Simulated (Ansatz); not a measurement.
Relaxed PbS (rock salt):

```xyz
4
Lattice="0.0000 6.0089 6.0089 3.0045 0.0000 3.0045 3.0045 3.0045 0.0000" Properties=species:S:1:pos:R:3 pbc="T T T"
S      0.0000     0.0000     0.0000
S      0.0000     3.0045     3.0045
Pb     3.0045     3.0045     3.0045
Pb     3.0045     6.0089     6.0089
```

Scan: atom 2 (S, nearest neighbour Pb at 3.004 Å; its periodic images, 4.2 Å or more away, move with it) is displaced along Cartesian z, direction (0.000, 0.000, 1.000) in Cartesian axes, by s. The other atoms stay.

All values below come from PBE (plane waves to 420 eV, PAW, scalar-relativistic; Ansatz, a program for electronic structure). k mesh 4×8×8 (Γ-centred), Fermi-Dirac smearing 0.05 eV. E stands for the smeared free energy. PbS was relaxed with its symmetry unable to fall. Spin-orbit coupling is left out, though Pb is heavy. ΔE is measured from the undisplaced structure.

```json
[
 {"s (Å)": "-0.900", "ΔE (meV/cell)": "2493"},
 {"s (Å)": "-0.720", "ΔE (meV/cell)": "1186"},
 {"s (Å)": "-0.540", "ΔE (meV/cell)": "517"},
 {"s (Å)": "-0.360", "ΔE (meV/cell)": "withheld"},
 {"s (Å)": "-0.180", "ΔE (meV/cell)": "41"},
 {"s (Å)": "0.000", "ΔE (meV/cell)": "0"},
 {"s (Å)": "0.180", "ΔE (meV/cell)": "41"},
 {"s (Å)": "0.360", "ΔE (meV/cell)": "withheld"},
 {"s (Å)": "0.540", "ΔE (meV/cell)": "517"},
 {"s (Å)": "0.720", "ΔE (meV/cell)": "1186"},
 {"s (Å)": "0.900", "ΔE (meV/cell)": "2493"}
]
```

Q: Fit an even polynomial form (powers 2, 4, 6) to the given rows and predict ΔE at s = 0.360.

A: Least squares on the 9 given rows: ΔE = (1235)·s² + (1598)·s⁴ + (835.3)·s⁶, in meV/cell with s in Å; root-mean-square residual 0.4 meV/cell. At 0.360 the fit gives 189 meV/cell; the calculation gives 187 meV/cell, so the interpolation is off by 2 (+1.1 %). The quadratic term alone would give 160 meV/cell.

(A displaced cell: forces are minus the slopes of the energy, force constants its curvatures, and phonons follow from these.)
